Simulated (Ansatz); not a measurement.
CaC2 in space group Immm (No. 71; Ca on 2a, C on 4h), PBE (plane waves, PAW; program Ansatz), all energies at zero smearing, with the estimated change up to a 700 eV cutoff added, with one set of potentials and settings (totals compare only within such a set). Cell of 6 atoms (2 Ca, 4 C): -4637.451 eV.

```json
[
 {"element": "Ca", "reference phase": "Fm-3m, 1 atoms in the cell", "E (eV/atom)": "-1816.8597"},
 {"element": "C", "reference phase": "P6_3/mmc, 4 atoms in the cell", "E (eV/atom)": "-250.9479"}
]
```

Formation energy per atom, worked out: (-4637.451 − 2×(-1816.8597) − 4×(-250.9479))/6 = 0.010 eV/atom (1 kJ per mol of atoms), at 0 K, without zero-point energy or fitted corrections.

The workflow started from a Materials Project entry (that database holds measured and hypothetical structures alike); the Crystallography Open Database copy checked does not list it. COD files the formula under space group No. 2, so this cell is another polymorph or a model. Its standing as an ambient phase is unchecked. The cell was relaxed with PBE under the symmetry of its start; whether a distortion lowers the energy is not shown. The references are the lowest solids computed at this level, not always the standard phases.

Potentials: the later of the program's two PAW sets.
